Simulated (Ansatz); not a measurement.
Relaxing tin (A15)

Theory: DFT, r2SCAN, plane waves (500 eV) with PAW, scalar-relativistic (Ansatz 0.2.0). The PAW files were generated under PBE, with cores re-solved for the functional.

k-point mesh 4×4×4, Fermi-Dirac smearing 0.1 eV, no spin polarisation. Cell and atoms relax.

Starting structure:

```yaml
crystal:
  lattice:
    - [6.0756993416, 0.0, 0.0]
    - [0.0, 6.0756993416, 0.0]
    - [0.0, 0.0, 6.0756993416]
  atoms:
    - { symbol: Sn, position: [0.0, 0.0, 0.0] }
    - { symbol: Sn, position: [0.5, 0.5, 0.5] }
    - { symbol: Sn, position: [0.25, 0.0, 0.5] }
    - { symbol: Sn, position: [0.75, 0.0, 0.5] }
    - { symbol: Sn, position: [0.5, 0.25, 0.0] }
    - { symbol: Sn, position: [0.5, 0.75, 0.0] }
    - { symbol: Sn, position: [0.0, 0.5, 0.25] }
    - { symbol: Sn, position: [0.0, 0.5, 0.75] }
hamiltonian:
  xc: r2scan
  pseudopotentials:
    kind: paw
    azcp:
      Sn: "pseudopotentials/Sn.paw.azcp"
basis:
  ecutwfc: 500
  fft_grid_basis: typed
kpoints:
  mp_grid: { grid: [4, 4, 4], shift: [0, 0, 0] }
magnetization:
  spin_polarized: false
scf:
  occupations: { method: fermi_dirac, width: 0.1 }
relax:
  max_steps: 60
  f_tol: 0.01
  cell: {}
```

Problem. The pressure at the start is 0.0 GPa. By how much does the volume change?

Solution. From 28.03 to 28.03 Å³ per atom, 0.0 %. The final cell has a = 6.076 Å.

Problem. How much energy does the relaxation gain?

Solution. 0.0 meV per atom.
